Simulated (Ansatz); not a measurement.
GaSb (F-43m): elasticity against pressure

```
Ga Sb
1.0
     0.00000    3.05581    3.05581
     3.05581    0.00000    3.05581
     3.05581    3.05581    0.00000
Ga Sb
1 1
Direct
  0.00000 0.00000 0.00000
  0.75000 0.75000 0.75000
```

This is the zero-pressure cell. At each pressure cell and atoms are relaxed in this structure, and the constants are slopes of the stress at strains of ±0.005 with relaxed ions (the coefficients that govern stability under load). Level: PBEsol, PAW on Ansatz 0.2.0's default frozen-core files (fitted under PBE), scalar-relativistic; k mesh 14×14×14, strains of ±0.005, Fermi-Dirac smearing of 0.100 eV, cutoff 420 eV. P is the pressure of the relaxed cell, less that of this one.

| P (GPa) | V/V₀ | C11 (GPa) | C12 (GPa) | C44 (GPa) |
| --- | --- | --- | --- | --- |
| 0.00 | 1.0000 | 80.7 | 36.9 | 38.8 |
| 0.99 | 0.9818 | 85.5 | 41.4 | 39.9 |
| 2.00 | 0.9649 | 90.3 | 46.0 | 40.8 |
| 3.99 | 0.9359 | 99.5 | 55.0 | 42.2 |
| 6.95 | 0.9002 | 112.0 | 68.0 | 43.4 |
| 9.99 | ? | ? | ? | ? |
| 14.98 | 0.8295 | 142.3 | 101.6 | 42.7 |

Question: Does the bulk modulus from the constants agree with the pressure-volume curve?

Answer: A third-order Birch-Murnaghan fit to the volumes shown (F against f, f = [(V₀/V)^(2/3) − 1]/2) gives B₀ = 51.5 GPa and B′ = 4.7. Its −V dP/dV stands beside (C11 + 2C12)/3:

| P (GPa) | from P(V) | from the constants |
| --- | --- | --- |
| 0.00 | 51.5 | 51.5 |
| 0.99 | 56.1 | 56.1 |
| 2.00 | 60.8 | 60.8 |
| 3.99 | 69.7 | 69.8 |
| 6.95 | 82.5 | 82.7 |
| 14.98 | 115.9 | 115.1 |

Question: What are the pressure derivatives at zero pressure?

Answer: Slopes at V₀ of quadratic fits in −ln(V/V₀) through the first four rows shown, divided by B₀: dC11/dP = 4.9, dC12/dP = 4.5, dC44/dP = 1.2. The mean slopes up to 2.0 GPa are 4.8, 4.5, 1.0; curvature and scatter of the constants part the two. The combination (dC11/dP + 2 dC12/dP)/3 = 4.7 stands against B′.

Question: Fill the row at 9.99 GPa.

Answer: Cubic fits in −ln(V/V₀) through all rows shown give C11 = 124.1, C12 = 81.0, C44 = 43.7 GPa. Computed: V/V₀ = 0.8699, C11 (GPa) = 124.0, C12 (GPa) = 80.9, C44 (GPa) = 43.7.

Question: Does a shear stiffness soften?

Answer: C44 goes from 38.8 to 42.7 GPa, through a maximum of 43.7 near 10 GPa; (C11 − C12)/2 goes from 21.9 to 20.3 GPa, through a maximum of 22.2 near 4 GPa. (C11 − C12)/2 softens under pressure, though the lattice stays mechanically stable over this range.

Limits of these numbers: no other phase was computed; many crystals of this kind change structure within this range, and rows or crossings beyond such a change describe a metastable lattice; frozen-core PAW files fitted under PBE, their cores solved anew for the functional of the run; the gap is closed or tiny at this level, so small that the run used smearing; responses move with mesh and smearing; phonons weren't checked at these pressures.
